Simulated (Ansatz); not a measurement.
SiNi:
Space group Pnma (No. 62); a = 5.085 Å, b = 3.364 Å, c = 5.520 Å, α = β = γ = 90.00°

```tsv
atom	site	symmetry	x	y	z
Si	4c	.m.	0.1789	0.2500	0.4128
Ni	4c	.m.	0.0094	0.2500	0.8126
```

Relaxed with PBEsol.

### Question
Which orbitals make up the states near the Fermi level in PBEsol (plane waves, PAW; program Ansatz)?

### Answer
Within 0.5 eV of the Fermi level: Ni 3d 48 %, Si 3p 36 %, Si 3s 10 %. Projections are on Löwdin-orthogonalised atomic valence shells; empty p or d shells of many metals are not among them.

### Question
Tabulate the density of states.

### Answer
States/eV per cell of 8 atoms, in 0.25 eV bins, energy from the Fermi level.

| E (eV) | total | Ni 3d | Si 3p | Si 3s |
|---|---|---|---|---|
| -7.85 | 2.62 | 0.50 | 0.38 | 1.54 |
| -7.60 | 2.00 | 0.44 | 0.25 | 1.20 |
| -7.35 | 0.29 | 0.08 | 0.03 | 0.18 |
| -7.10 | 0.00 | 0.00 | 0.00 | 0.00 |
| -6.85 | 0.74 | 0.14 | 0.47 | 0.05 |
| -6.60 | 1.98 | 0.46 | 1.14 | 0.17 |
| -6.35 | 3.50 | 0.95 | 1.88 | 0.32 |
| -6.10 | 3.37 | 0.98 | 1.83 | 0.28 |
| -5.85 | 3.30 | 1.10 | 1.63 | 0.29 |
| -5.60 | 3.19 | 1.16 | 1.45 | 0.28 |
| -5.35 | 3.79 | 1.62 | 1.56 | 0.29 |
| -5.10 | 4.53 | 2.19 | 1.67 | 0.30 |
| -4.85 | 3.51 | 1.84 | 1.23 | 0.19 |
| -4.60 | 4.25 | 2.38 | 1.41 | 0.18 |
| -4.35 | 7.05 | 4.44 | 2.02 | 0.18 |
| -4.10 | 10.08 | 7.13 | 2.30 | 0.15 |
| -3.85 | 13.89 | 11.02 | 2.08 | 0.20 |
| -3.60 | 12.92 | 10.62 | 1.79 | 0.13 |
| -3.35 | 12.48 | 10.35 | 1.56 | 0.17 |
| -3.10 | 14.02 | 11.68 | 1.71 | 0.13 |
| -2.85 | 14.70 | 12.60 | 1.48 | 0.11 |
| -2.60 | 11.35 | 9.86 | 1.08 | 0.07 |
| -2.35 | 15.33 | 14.06 | 0.76 | 0.09 |
| -2.10 | 15.67 | 14.31 | 0.80 | 0.16 |
| -1.85 | 7.42 | 6.29 | 0.76 | 0.14 |
| -1.60 | 7.44 | 5.55 | 1.26 | 0.28 |
| -1.35 | 5.30 | 3.19 | 1.53 | 0.22 |
| -1.10 | 3.60 | 1.84 | 1.29 | 0.19 |
| -0.85 | 2.54 | 1.48 | 0.79 | 0.11 |
| -0.60 | 2.17 | 1.30 | 0.62 | 0.14 |
| -0.35 | 2.00 | 1.10 | 0.63 | 0.17 |
| -0.10 | 1.97 | 0.97 | 0.69 | 0.19 |
| 0.15 | 2.26 | 1.03 | 0.85 | 0.23 |
| 0.40 | 2.39 | 1.01 | 0.94 | 0.26 |
| 0.65 | 3.35 | 1.30 | 1.39 | 0.38 |
| 0.90 | 3.15 | 1.11 | 1.36 | 0.36 |
| 1.15 | 2.31 | 0.74 | 1.07 | 0.28 |
| 1.40 | 2.70 | 0.81 | 1.20 | 0.40 |
| 1.65 | 3.57 | 1.02 | 1.51 | 0.58 |
| 1.90 | 3.34 | 0.88 | 1.57 | 0.49 |
| 2.15 | 2.89 | 0.69 | 1.42 | 0.38 |
| 2.40 | 2.87 | 0.64 | 1.42 | 0.35 |
| 2.65 | 2.88 | 0.59 | 1.46 | 0.34 |
| 2.90 | 2.54 | 0.47 | 1.30 | 0.29 |
| 3.15 | 2.53 | 0.42 | 1.34 | 0.27 |
| 3.40 | 3.47 | 0.54 | 1.86 | 0.32 |
| 3.65 | 3.50 | 0.49 | 1.91 | 0.30 |
| 3.90 | 3.35 | 0.41 | 1.76 | 0.29 |
| 4.15 | 3.75 | 0.41 | 1.94 | 0.32 |
| 4.40 | 3.15 | 0.31 | 1.59 | 0.23 |
| 4.65 | 3.27 | 0.30 | 1.67 | 0.21 |

The PBEsol relaxation kept the symmetry of its start; of distortions, only those at the zone centre were tested. The run is not spin-polarised.

Potentials: the earlier of the program's two PAW sets.
